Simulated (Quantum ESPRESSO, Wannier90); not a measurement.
## RbCl (CsCl type): Wannier90 run

Materials Project entry mp-23299; symmetrised, unrelaxed at this level. COD (Crystallography Open Database) has the formula in 2 space groups, this one among them (matched by group alone). Computed values, not measurements, from PBEsol: Quantum ESPRESSO (norm-conserving PseudoDojo potentials, cutoff 47 Ry, no spin polarisation, no spin-orbit coupling) on a Γ-centred 8×8×8 mesh, then Wannier90. Density: 8×8×8 mesh, cold smearing 0.01 Ry.

```
begin unit_cell_cart
ang
    3.9359700000    0.0000000000    0.0000000000
    0.0000000000    3.9359700000    0.0000000000
    0.0000000000    0.0000000000    3.9359700000
end unit_cell_cart
mp_grid = 8 8 8
```

Task: Which shells of neighbouring k-points and which b-vectors and weights does Wannier90 pick for this cell and mesh?

Result: 
```
 *---------------------------------- K-MESH ----------------------------------*
 +----------------------------------------------------------------------------+
 |                    Distance to Nearest-Neighbour Shells                    |
 |                    ------------------------------------                    |
 |          Shell             Distance (Ang^-1)          Multiplicity         |
 |          -----             -----------------          ------------         |
 |             1                   0.199544                      6            |
 |             2                   0.282197                     12            |
 |             3                   0.345620                      8            |
 |             4                   0.399087                      6            |
 |             5                   0.446193                     24            |
 |             6                   0.488780                     24            |
 |             7                   0.564395                     12            |
 |             8                   0.598631                     30            |
       ... (lines left out)
 +----------------------------------------------------------------------------+
 | The b-vectors are chosen automatically                                     |
 | The following shells are used:                       1                     |
 +----------------------------------------------------------------------------+
 |                        Shell   # Nearest-Neighbours                        |
 |                        -----   --------------------                        |
 |                          1               6                                 |
 +----------------------------------------------------------------------------+
 | Completeness relation is fully satisfied [Eq. (B1), PRB 56, 12847 (1997)]  |
 +----------------------------------------------------------------------------+
 |                  b_k Vectors (Ang^-1) and Weights (Ang^2)                  |
 |                  ----------------------------------------                  |
 |            No.         b_k(x)      b_k(y)      b_k(z)        w_b           |
 |            ---        --------------------------------     --------        |
 |             1         0.000000    0.000000    0.199544    12.557229        |
 |             2         0.000000    0.199544    0.000000    12.557229        |
 |             3         0.199544    0.000000    0.000000    12.557229        |
 |             4         0.000000    0.000000   -0.199544    12.557229        |
 |             5         0.000000   -0.199544    0.000000    12.557229        |
 |             6        -0.199544    0.000000    0.000000    12.557229        |
```
